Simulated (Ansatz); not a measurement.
This run works on a generated trial structure, not on a known crystal.

Input and command of a plane-wave DFT calculation in Ansatz:

```yaml
crystal:
  lattice:
    - [4.19588538, 0.0, 0.0]
    - [-2.09794269, 3.63374333, 0.0]
    - [0.0, 0.0, 5.57664227]
  atoms:
    - { symbol: K, position: [0.0, 0.0, 0.5] }
    - { symbol: Hf, position: [0.0, 0.0, 0.0] }
    - { symbol: O, position: [0.66666667, 0.33333333, 0.5] }
    - { symbol: O, position: [0.33333333, 0.66666667, 0.0] }
basis:
  ecutwfc: 420
kpoints:
  mp_grid: { grid: [6, 6, 4] }
hamiltonian:
  xc: pbe
scf:
  occupations: { method: gaussian, width: 0.1 }
  lower_state_search: "off"
output:
  forces: true
  stress: true
  eigenvalues: true
relax:
  adjacent_minimum: "off"
  f_tol: 0.04
  max_steps: 70
  cell: { stress_tol: 0.4 }
```

```bash
ansatz run input.yaml --threads 1 --pin off --max-ram 2560MiB --backend cpu --events-out ev --progress --plain --runs-dir out
```

Processor: Intel(R) Xeon(R) Platinum 8259CL CPU @ 2.50GHz (Skylake/Cascade Lake), 1 thread, on a host shared with other jobs.

Question: Estimate time, memory and problem size.

Answer: About 83 s, peak memory 0.42 GiB. It solves 29 bands at 21 k points (after reduction by symmetry) with about 1753 plane waves (on the last cell), in 117 SCF iterations over 12 ionic steps.
